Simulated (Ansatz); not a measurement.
Bi2Te3 in space group R-3m (No. 166; Bi on 6c, Te on 3a, Te on 6c), the program Ansatz at the PBE level (PAW). The conduction-band minimum lies at Γ, with 1 equivalent valley. Second derivatives d²E/dk² of the lowest band at one valley (eV·Å²), along Cartesian directions:

| direction | d²E/dk² |
|---|---|
| [100] | 98.90 |
| [010] | 98.90 |
| [001] | 21.56 |
| [110] | 98.90 |
| [101] | 60.23 |
| [011] | 60.14 |

Task: Find the principal effective masses, the density-of-states mass and the conductivity mass.

Result: Off-diagonal terms follow from H_xy = H[110] − (H_xx + H_yy)/2, and m*/mₑ = 7.620 eV·Å² over each eigenvalue: 0.077, 0.077, 0.35. One valley's DOS mass (m₁m₂m₃)^(1/3) = 0.13, conductivity mass 3/(Σ 1/mᵢ) = 0.10 mₑ.

Task: What effective density of states Nc follows at 300 K for parabolic valleys?

Result: Nc = 2.509e19 × 1 × (0.13)^(3/2) ≈ 1.2e18 cm⁻³.

Symmetry was held in the PBE relaxation. A crystal of weakly bound layers computed without a dispersion correction: the cell and the soft elastic constants depend strongly on that. Spin–orbit coupling is left out wherever it is not named.

Potentials: the later of the program's two PAW sets.

Edges and masses are those of Kohn–Sham bands, whose gap is no quasiparticle gap.
